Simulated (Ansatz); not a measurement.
A relaxed structure of CdS. Space group F-43m (No. 216), zinc blende type. Calculation: PBE (plane waves to 420 eV, PAW, scalar-relativistic; Ansatz, a first-principles code).

Space group F-43m (No. 216); a = 5.927 Å, b = 5.927 Å, c = 5.927 Å, α = 90.00°, β = 90.00°, γ = 90.00°

```
atom  site  symmetry       x       y       z
----  ----  --------  ------  ------  ------
S       4c      -43m  0.2500  0.2500  0.2500
Cd      4a      -43m  0.0000  0.0000  0.0000
```
(The calculation used a cell of 2 atoms; values per cell refer to that cell.)

```json
{
 "volume_per_atom": "26.03 Å³",
 "band_gap": "1.04 eV, direct at Γ (no spin-orbit coupling)",
 "shortest_distances": "Cd–S 2.57 Å",
 "k-mesh": "10×10×10"
}
```

Band energies at high-symmetry points (eV from the VBM; labels of this space group; no spin-orbit coupling), from −5 eV up to 6.0 eV:

| point | energies |
|---|---|
| Γ | 0.00 0.00 0.00 1.04 |
| X | -3.74 -1.72 -1.72 3.63 4.29 |
| U | -3.71 -2.32 -1.39 4.23 5.33 |
| K | -3.71 -2.32 -1.39 4.23 5.33 |
| L | -4.11 -0.68 -0.68 2.94 |
| W | -3.67 -2.06 -2.02 5.22 5.44 |

No spin polarisation in the result.

Measured for CdS: a 5.832 Å (room temperature; as listed in arXiv:1206.3780); gap 2.48 eV (0 K or low temperature; as listed in arXiv:1206.3780). Computed minus measured — a: PBE +1.6 %; gap: PBE -1.44 eV. The computed values are for a static lattice, and a measured gap can be an optical one, lowered by exciton binding.

The run could not lose the symmetry of its start.

All atoms sit on sites fixed by symmetry, so only the cell could relax.
